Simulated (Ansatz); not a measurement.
Relaxation of a generated cell, TaN built in the AFLOW prototype AB_hP6_154_a_b (B9, as in HgS); 6 atoms in the cell, which starts as P3₂21 (No. 154), hP6; a = 3.327 Å, b = 3.327 Å, c = 7.622 Å, α = 90.00°, β = 90.00°, γ = 120.00°. These are PBEsol (plane waves to 420 eV, PAW, scalar-relativistic; Ansatz, a quantum-chemistry and plane-wave program) values and carry that method's errors. Γ-centred k-mesh 8×8×3 on the run's cell (coarser than for final values), Fermi–Dirac smearing 0.05 eV. This is the first round of the run. 

The optimiser's lines from the output (shortened; P is positive under compression):

```
relax step   1: F+E_penalty+E_count = -30560.29116679 eV  Δ(F+E_penalty+E_count) = +0.000e0 eV  max|allowed force component| = 4.109e0 eV/Å  Δτ_max = 0.0000 Å  P = +5.782 GPa  Ω = 73.078 Å³  (8 SCF iters, dr2 threshold 1.00e-7 eV, accepted)
relax step   2: F+E_penalty+E_count = -30562.27296964 eV  Δ(F+E_penalty+E_count) = -1.982e0 eV  max|allowed force component| = 2.671e0 eV/Å  Δτ_max = 0.1619 Å  P = +1.951 GPa  Ω = 67.558 Å³  (6 SCF iters, dr2 threshold 6.00e-7 eV, accepted)
relax step   3: F+E_penalty+E_count = -30563.42276907 eV  Δ(F+E_penalty+E_count) = -1.150e0 eV  max|allowed force component| = 1.640e0 eV/Å  Δτ_max = 0.1948 Å  P = +11.038 GPa  Ω = 62.307 Å³  (6 SCF iters, dr2 threshold 6.00e-7 eV, accepted)
relax step   4: F+E_penalty+E_count = -30563.77837815 eV  Δ(F+E_penalty+E_count) = -3.556e-1 eV  max|allowed force component| = 4.625e-1 eV/Å  Δτ_max = 0.1963 Å  P = -11.993 GPa  Ω = 65.288 Å³  (6 SCF iters, dr2 threshold 6.00e-7 eV, accepted)
relax step   5: F+E_penalty+E_count = -30563.91406464 eV  Δ(F+E_penalty+E_count) = -1.357e-1 eV  max|allowed force component| = 3.475e-3 eV/Å  Δτ_max = 0.0389 Å  P = +1.306 GPa  Ω = 62.637 Å³  (6 SCF iters, dr2 threshold 6.00e-7 eV, accepted)
relax step   6: F+E_penalty+E_count = -30563.91594318 eV  Δ(F+E_penalty+E_count) = -1.879e-3 eV  max|allowed force component| = 5.256e-4 eV/Å  Δτ_max = 0.0004 Å  P = +0.040 GPa  Ω = 62.857 Å³  (5 SCF iters, dr2 threshold 6.00e-7 eV, accepted)
relax step   7: F+E_penalty+E_count = -30563.91609506 eV  Δ(F+E_penalty+E_count) = -1.519e-4 eV  max|allowed force component| = 4.630e-5 eV/Å  Δτ_max = 0.0001 Å  P = -0.005 GPa  Ω = 62.864 Å³  (5 SCF iters, dr2 threshold 6.82e-8 eV, accepted)
relax step   8: F+E_penalty+E_count = -30563.90818529 eV  Δ(F+E_penalty+E_count) = +7.910e-3 eV  max|allowed force component| = 4.650e-5 eV/Å  Δτ_max = 0.0000 Å  P = -0.189 GPa  Ω = 62.864 Å³  stress off target by 2.30e-1 GPa  SCF on the basis re-selected at this cell (its energy is not comparable with the rows above)  (6 SCF iters)
relax step   9: F+E_penalty+E_count = -30563.90829153 eV  Δ(F+E_penalty+E_count) = -1.062e-4 eV  max|allowed force component| = 1.345e-5 eV/Å  Δτ_max = 0.0000 Å  P = +0.006 GPa  Ω = 62.830 Å³  (4 SCF iters, dr2 threshold 1.32e-7 eV, accepted)
relax step  10: F+E_penalty+E_count = -30563.90821124 eV  Δ(F+E_penalty+E_count) = +8.029e-5 eV  max|allowed force component| = 1.340e-5 eV/Å  Δτ_max = 0.0000 Å  P = +0.005 GPa  Ω = 62.830 Å³  stress off target by 8.78e-3 GPa  SCF on the basis re-selected at this cell (its energy is not comparable with the rows above)  (5 SCF iters)
```

From the first to the last row the energy changes by -0.60 eV/atom and the volume by -14.0 %. The last row is marked as not comparable with the walk above it, whose basis was carried along; it does compare with step 1, since both stand on a basis selected at the nominal cutoff for their own cell.

Later rounds, restarted from the end of this one on a renewed k-mesh, logged 8 more steps. The final structure after all rounds: Fm-3m (No. 225), cF8, rock salt type; a = b = c = 4.3746 Å, α = β = γ = 90.00°. Between re-selections the logged energies stand on a plane-wave basis carried along with the cell. No spin polarisation in the result.

The run could not lose the symmetry of its start.
